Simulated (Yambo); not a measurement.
A G0W0@PBEsol run in Yambo for ScF3 (space group R32, No. 155, within 0.06 Å of Pm-3m) (4×4×4 Γ-centred k mesh, bands 2 to 154 and a 10 Ry block in the screening, 154 bands in G with the Bruneval-Gonze terminator, plasmon pole fitted at 27.2 eV) gives these matrix elements, in eV, at the band edges (Z → Γ):

```json
[
 {"state": "valence edge", "E0": "0.000", "<Vxc>": "-22.782", "<Σx>": "-30.692", "<Σc(E0)>": "5.042", "Z": "0.804"},
 {"state": "conduction edge", "E0": "6.298", "<Vxc>": "-17.477", "<Σx>": "-9.301", "<Σc(E0)>": "-4.854", "Z": "0.840"}
]
```

Question: Solve the linearised quasiparticle equation for both states, give the gap, and say how exchange and correlation each act on it.

Answer: E = E0 + Z(Σx + Σc − Vxc). Valence: 0.000 + 0.804 × (-30.692 + (5.042) − (-22.782)) = -2.30 eV. Conduction: 6.298 + 0.840 × (-9.301 + (-4.854) − (-17.477)) = 9.09 eV. The gap is 11.39 eV, against 6.30 eV in PBEsol. Replacing Vxc by bare exchange alone would open it by 16.09 eV; correlation takes back 9.90 eV of that, and Z scales what is left. Convergence of the G0W0 settings was not tested. 

Geometry relaxed with PBEsol; primitive cell a = b = c = 4.017 Å, α = β = γ = 90.02°.
